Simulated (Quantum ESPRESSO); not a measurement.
Band energies of MoSe$_{2}$

```
CELL_PARAMETERS angstrom
      3.27832     0.00000     0.00000
     -1.63916     2.83910     0.00000
      0.00000     0.00000    12.72407
ATOMIC_POSITIONS crystal
  Se 0.33333 0.66667 0.88161
  Se 0.66667 0.33333 0.11839
  Se 0.66667 0.33333 0.38161
  Se 0.33333 0.66667 0.61839
  Mo 0.66667 0.33333 0.75000
  Mo 0.33333 0.66667 0.25000
```

norm-conserving PBE (stringent potentials; Quantum ESPRESSO, 104 Ry, no spin-orbit coupling); path ΓMKΓALHA,LM,KH; energies in eV from the valence-band maximum.

```
k (1/Å)  point  band 58  band 59  band 60  band 61  band 62  band 63  band 64  band 65
-------  -----  -------  -------  -------  -------  -------  -------  -------  -------
0.00         Γ    -1.48    -1.48    -1.19    -0.68     0.00     2.46     2.46     2.55
0.18              -1.63    -1.49    -1.16    -0.55    -0.18     2.26     2.28     2.33
0.55              -1.81    -1.70    -1.34    -1.33    -1.20     1.14     1.72     1.96
0.74              -1.80    -1.60    -1.47    -1.32    -1.28     1.25     1.53     1.76
1.11         M    -2.25    -1.24    -1.19    -1.12    -0.87     1.55     1.61     1.79
1.53              -3.15    -2.56    -2.12    -0.70    -0.45     1.31     1.42     1.77
1.75         K    -3.74    -2.39    -2.39    -0.53    -0.29     1.17     1.17     1.51
2.11              -2.92    -2.20    -1.77    -0.97    -0.81     1.01     1.77     1.89
2.29              -2.39    -1.64    -1.54    -1.12    -1.04     0.74     1.72     1.72
2.66              -2.15    -1.45    -1.14    -0.68    -0.66     1.53     1.82     2.09
3.02         Γ    -1.48    -1.48    -1.19    -0.68     0.00     2.46     2.46     2.55
3.02         A    -1.51    -1.51    -1.51    -0.16    -0.16     2.48     2.48     2.48
3.34              -1.93    -1.51    -1.51    -0.54    -0.54     1.91     1.91     2.22
3.50              -1.92    -1.71    -1.71    -1.00    -1.00     1.56     1.56     2.00
3.81              -2.30    -1.38    -1.38    -1.28    -1.28     1.60     1.60     1.63
4.13         L    -2.45    -1.17    -1.17    -1.03    -1.03     1.58     1.58     2.00
4.29              -2.44    -1.76    -1.76    -0.79    -0.79     1.58     1.58     2.03
4.61              -3.16    -2.53    -2.53    -0.53    -0.53     1.31     1.31     2.14
4.77         H    -3.14    -2.63    -2.63    -0.43    -0.43     1.17     1.17     2.05
5.09              -3.16    -2.16    -2.16    -0.83    -0.83     1.41     1.41     1.97
5.41              -2.15    -1.49    -1.49    -1.14    -1.14     1.14     1.14     1.83
5.57              -2.02    -1.37    -1.37    -0.97    -0.97     1.40     1.40     1.96
5.89              -1.64    -1.47    -1.47    -0.24    -0.24     2.30     2.30     2.46
6.05         A    -1.51    -1.51    -1.51    -0.16    -0.16     2.48     2.48     2.48
6.05         L    -2.45    -1.17    -1.17    -1.03    -1.03     1.58     1.58     2.00
6.29         M    -2.25    -1.24    -1.19    -1.12    -0.87     1.55     1.61     1.79
6.29         K    -3.74    -2.39    -2.39    -0.53    -0.29     1.17     1.17     1.51
6.54         H    -3.14    -2.63    -2.63    -0.43    -0.43     1.17     1.17     2.05
```

The PBE gap is indirect, 0.74 eV, from Γ to 43 % of the way from K to Γ; the smallest direct gap is 1.46 eV.

Spin-orbit splittings are left out.

Geometry relaxed with PBE+D3(BJ).
